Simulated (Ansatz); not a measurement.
A sound run on Fe (P63/mmc), no spin polarisation (Ansatz 0.2.0, DFT, PBEsol, PAW with Ansatz's default frozen-core files, scalar-relativistic):

```yaml
crystal:
  lattice:
    - [2.347, 0.0, 0.0]
    - [1.1735, 2.0325616227, 0.0]
    - [0.0, 0.0, 7.594]
  atoms:
    - { symbol: Fe, position: [0.6666666666, 0.6666666667, 0.125] }
    - { symbol: Fe, position: [0.6666666666, 0.6666666667, 0.625] }
    - { symbol: Fe, position: [0.3333333334, 0.3333333333, 0.375] }
    - { symbol: Fe, position: [0.3333333334, 0.3333333333, 0.875] }
kpoints:
  mp_grid: { grid: [13, 13, 4] }
scf:
  occupations: { method: fermi_dirac, width: 0.1 }
  lower_state_search: "off"
hamiltonian:
  xc: pbesol
  pseudopotentials: { kind: paw }
output:
  forces: true
  stress: true
  eigenvalues: true
```

It converged in 6 iterations. The run has no spin polarisation. Pressure 31.67 GPa.

The input is then changed, output keys apart:

```diff
-  occupations: { method: fermi_dirac, width: 0.1 }
+  occupations: { method: methfessel_paxton, width: 0.05 }
+basis:
+  ecutwfc: "22.0 Ry"
```

**Question.** How does the run end?

**Answer.** Self-consistency was reached. Free energy -17793.0829 eV against -17795.2757 eV (not comparable, since the functional, the files or the filling changed), cell moment 0.00 μB, pressure 44.43 GPa. These settings were drawn wide on purpose, so the numbers show their effect and aren't offered as converged values.
```
Warning: basis.ecutwfc = 299.325248705868 eV is below the records' recommended 420 eV, and the density's cutoff is lower with it unless basis.ecutrho_ratio is high enough to keep the records' density cutoff: compare with a run at a higher cutoff
Engine: ansatz 0.2.0
Pseudopotentials: kind: paw
Pseudopotential: Fe, paw, valence charge 16, recommended cutoff 420 eV (normal), Fe.paw.azcp
Functional definition: PBEsol
  exchange = pbesol_x
  correlation = pbesol_c
Crystal: 4 atoms, lattice volume = 36.227 Å³
Basis set: ecut = 299.325248705868 eV, 447 PW (Γ), exchange–correlation on 30×30×90 points (8 copies of the dense FFT grid, shifted against one another)
Bands: 39, of which v1, the nominal top of the filled ones, is band 32 counted from 1 (31 counted from 0)
Symmetry: 48 space group operations
Space group: P63/mmc (ITA 194), of the structure as read, at distance tolerance 3.3e-5 Å
k-points: 63 of 676
Non-local potential: Fe, projectors of the file, l = 0: 3, l = 1: 2, l = 2: 3, l = 3: 1
[...]
  atom   2  Fe    -0.00000000     0.00000000     0.00000000
  atom   3  Fe     0.00000000    -0.00000000    -0.00000000
  atom   4  Fe     0.00000000    -0.00000000    -0.00000000
  max |Σ_I F_I| component: 3.24e-17 eV/Å
--- Stress (GPa, compression-positive) ---
       50.197052       0.000000       0.000000
        0.000000      50.197052      -0.000000
        0.000000      -0.000000      32.900068
  P = ⅓ Tr σ = 44.4314 GPa (444.314 kbar)
--- Band table (eV; the first three rows and the last of 63) ---
  k-point 0: bands = ["-63.2960", "-63.1941", "-63.1941", "-63.0918", "-29.8510", "-29.3976", "-29.3976", "-29.0494", "-29.0494", "-28.9850", "-28.9850", "-28.9850", "-28.9850", "-28.9349", "-28.9266", "-28.9266", "14.2774", "16.8355", "16.8355", "18.2406", "21.4244", "21.4244", "21.9325", "21.9325", "21.9325", "21.9325", "21.9377", "21.9941", "21.9941", "22.5151", "22.5151", "23.0765", "23.0765", …
  k-point 1: bands = ["-63.2877", "-63.2328", "-63.1550", "-63.0986", "-29.8103", "-29.5724", "-29.2177", "-29.0346", "-29.0346", "-29.0077", "-29.0077", "-28.9635", "-28.9612", "-28.9612", "-28.9280", "-28.9280", "14.4684", "15.8518", "17.6923", "18.2567", "21.5294", "21.7051", "21.8575", "21.8575", "21.9170", "21.9843", "21.9843", "22.0921", "22.0921", "22.4662", "22.4662", "23.2421", "23.2421", …
  k-point 2: bands = ["-63.2661", "-63.2661", "-63.1217", "-63.1217", "-29.7211", "-29.7211", "-29.0713", "-29.0713", "-29.0257", "-29.0257", "-29.0257", "-29.0257", "-28.9428", "-28.9428", "-28.9428", "-28.9428", "15.0127", "15.0127", "18.1282", "18.1282", "21.7214", "21.7214", "21.8741", "21.8741", "21.8741", "21.8741", "22.2871", "22.2871", "22.2871", "22.2871", "22.5595", "22.5595", "23.5778", …
  k-point 62: bands = ["-63.0606", "-63.0606", "-63.0475", "-63.0475", "-29.5968", "-29.5968", "-29.5949", "-29.5949", "-29.4968", "-29.4968", "-29.3293", "-29.3293", "-29.1780", "-29.1780", "-29.1256", "-29.1256", "19.4443", "19.4443", "19.9619", "19.9619", "20.2123", "20.2123", "20.2387", "20.2387", "21.4792", "21.4792", "21.5696", "21.5696", "22.9394", "22.9394", "24.0938", "24.0938", "24.6187" …
```
